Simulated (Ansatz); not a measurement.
Total density of states per atom from r²SCAN in the plane-wave PAW code Ansatz, in 0.25 eV bins, energy from the valence-band maximum:

```
E (eV) | states/eV/atom
    -7.85 |  0.00
    -7.60 |  0.00
    -7.35 |  0.00
    -7.10 |  0.00
    -6.85 |  0.00
    -6.60 | ######## 0.81
    -6.35 | ####### 0.75
    -6.10 | ##### 0.47
    -5.85 | #### 0.42
    -5.60 | #### 0.40
    -5.35 | ############### 1.51
    -5.10 | ###################### 2.21
    -4.85 | ################ 1.61
    -4.60 | ###### 0.62
    -4.35 | #### 0.43
    -4.10 | #### 0.36
    -3.85 | # 0.05
    -3.60 | # 0.12
    -3.35 | #### 0.41
    -3.10 | ############# 1.38
    -2.85 | ######################### 2.58
    -2.60 | ############################# 3.00
    -2.35 | ############################## 3.08
    -2.10 | ## 0.23
    -1.85 | ## 0.26
    -1.60 | ### 0.26
    -1.35 | ## 0.24
    -1.10 | ## 0.24
    -0.85 | ## 0.24
    -0.60 | ## 0.25
    -0.35 | ### 0.26
    -0.10 | ## 0.19
     0.15 |  0.00
     0.40 |  0.00
     0.65 |  0.00
     0.90 |  0.00
     1.15 |  0.00
     1.40 |  0.02
     1.65 |  0.02
     1.90 |  0.03
     2.15 |  0.04
     2.40 | # 0.05
     2.65 | # 0.06
     2.90 | # 0.08
     3.15 | # 0.10
     3.40 | # 0.12
     3.65 | ## 0.18
     3.90 | ## 0.17
     4.15 | ## 0.16
     4.40 | # 0.15
     4.65 | # 0.14
     4.90 | # 0.12
     5.15 | # 0.06
     5.40 |  0.04
     5.65 |  0.02
     5.90 |  0.01
```

Question: Pick the material that matches.
A. KHgF3, cubic perovskite
B. K2PdC2, P-3m1 (K on 2d, Pd on 1a, C on 2c)
C. KLuS2, R-3m (Lu on 3b, K on 3a, S on 6c)
D. LiF, rock salt

Answer: A, KHgF3, cubic perovskite. Top 1 eV of the valence band: F 2p 59 %, Hg 5d 39 %. Bottom 1 eV of the conduction band: Hg 6s 56 %, K 4s 23 %, F 2s 11 %, F 2p 9 %. Projections are on Löwdin-orthogonalised atomic valence shells; empty p or d shells of many metals are not among them.

Space group Pm-3m (cubic perovskite). The workflow started from a Materials Project entry (that database holds measured and hypothetical structures alike); the Crystallography Open Database copy checked does not list it. COD files the formula under space group No. 65. Its standing as an ambient phase is unchecked. The cell was relaxed with r²SCAN under the symmetry of its start; whether a distortion lowers the energy is not shown. Scalar-relativistic: spin–orbit coupling is off unless named, which matters more the heavier the elements.

Potentials: the later of the program's two PAW sets.
